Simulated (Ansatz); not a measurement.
SiMo$_{3}$ in space group Fm-3m (No. 225; Si on 4a, Mo on 4b, Mo on 8c) at seven volumes, plane-wave PAW PBE (Ansatz code), scaled uniformly. One row is withheld.

| V (Å³/atom) | P (GPa) |
|---|---|
| 13.545 | 27.64 |
| 13.991 | 16.95 |
| 14.438 | 7.81 |
| 14.885 | 0.00 |
| 15.331 | -6.66 |
| 15.778 | ? |
| 16.224 | -17.15 |

### Question
Fit the shown pressures and predict the withheld one.

### Answer
P = (3/2)B₀(x^(7/2) − x^(5/2))[1 + (3/4)(B′ − 4)(x − 1)] with x = (V₀/V)^(2/3). Least squares on the six rows gives V₀ = 14.885 Å³/atom, B₀ = 239 GPa, B′ = 4.27. At V = 15.778, x = 0.9619 and P = -12.30 GPa. The run itself gave -12.32 GPa.

A made-up cell: these elements were put on the sites of a structure type; neither database checked (COD, Materials Project) lists it. COD files the formula under space group No. 223, so this cell is another polymorph or a model. Its standing as an ambient phase is unchecked. The PBE relaxation kept the symmetry of its start; whether a distortion lowers the energy is not shown. The run is not spin-polarised.

Potentials: the later of the program's two PAW sets.
